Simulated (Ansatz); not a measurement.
# Does relaxation matter for the field gradients of BaCINO?

Start: a COD entry, atoms as given.

Space group Pnma (No. 62); a = 8.5452, b = 4.7462, c = 11.6013 Å.

| site | Wyckoff | site symmetry | x | y | z |
| --- | --- | --- | --- | --- | --- |
| Ba | 4c | .m. | 0.7730 | 0.7500 | 0.6577 |
| C | 4c | .m. | 0.6205 | 0.2500 | 0.4697 |
| I | 4c | .m. | 0.0929 | 0.2500 | 0.6429 |
| N | 4c | .m. | 0.3177 | 0.7500 | 0.4439 |
| O | 4c | .m. | 0.4453 | 0.7500 | 0.6339 |

One atom of each set is listed.

Level of theory: DFT, PBE, plane waves and PAW, scalar-relativistic, 420 eV cutoff, Γ-centred 3×5×2 k-points, Fermi–Dirac smearing 0.02 eV (Ansatz 0.2.0).

The largest force at the start is 11 eV/Å. Relaxing the ions at fixed cell moves them by 0.214 Å at most (atom 6, C) and 0.139 Å rms. End positions:

Ba (0.7692, 0.7500, 0.6508)
C (0.6185, 0.2500, 0.4513)
I (0.0932, 0.2500, 0.6431)
N (0.3286, 0.7500, 0.4535)
O (0.4376, 0.7500, 0.6454)

```csv
site,moved (Å),first shell before,first shell after,V_zz before (10²¹ V/m²),η before
Ba,0.086,"2 N at 2.76 Å, 2 O at 2.81–2.83 Å, 5 I at 3.62–3.67 Å; also 3 C at 3.48–3.67 Å","2 O at 2.77–2.83 Å, 2 N at 2.79 Å, 5 I at 3.61–3.69 Å; also 4 C at 3.52–3.62 Å",7.55,0.39
C,0.214,"1 N at 1.13 Å, 1 O at 1.33 Å, angle 177°","1 N at 1.19 Å, 1 O at 1.22 Å, angle 179°",-2.22,0.34
I,0.003,"5 Ba at 3.62–3.67 Å, 2 C at 3.65 Å","2 C at 3.59 Å, 5 Ba at 3.61–3.69 Å",4.04,0.76
N,0.145,1 C at 1.13 Å,1 C at 1.19 Å,-3.49,0.02
O,0.148,1 C at 1.33 Å,1 C at 1.22 Å,16.59,0.08
```

Q: How do the gradients change?

A: 

```json
{"site": "Ba", "V_zz after": "6.73", "η after": "0.33", "change of V_zz": "-0.82"}
{"site": "C", "V_zz after": "-2.50", "η after": "0.24", "change of V_zz": "-0.28"}
{"site": "I", "V_zz after": "-3.88", "η after": "0.46", "change of V_zz": "–"}
{"site": "N", "V_zz after": "-1.02", "η after": "0.12", "change of V_zz": "+2.47"}
{"site": "O", "V_zz after": "10.92", "η after": "0.10", "change of V_zz": "-5.67"}
```

The largest change of V_zz along a kept axis is on O, from 16.59 to 10.92. In per cent, |V_zz| changes by -11 on Ba, +13 on C, -71 on N, -34 on O (all sites that start above 0.5, bar those whose gradient vanishes or changes sign or whose main axis turns by over 40°). On I the largest principal value lies along another axis in the second run, so the two V_zz can't be compared directly. Forces this large mark an entry whose positions are poorly determined or wrongly transcribed.

Without spin–orbit coupling the gradients at and beside I can be off by some per cent, at some sites by more.
Before: The database positions are far from the calculated equilibrium, so these values describe the entry as written and may be far from the real compound's.
After: The database positions were far from equilibrium, so the relaxed structure may not be the compound's real one.
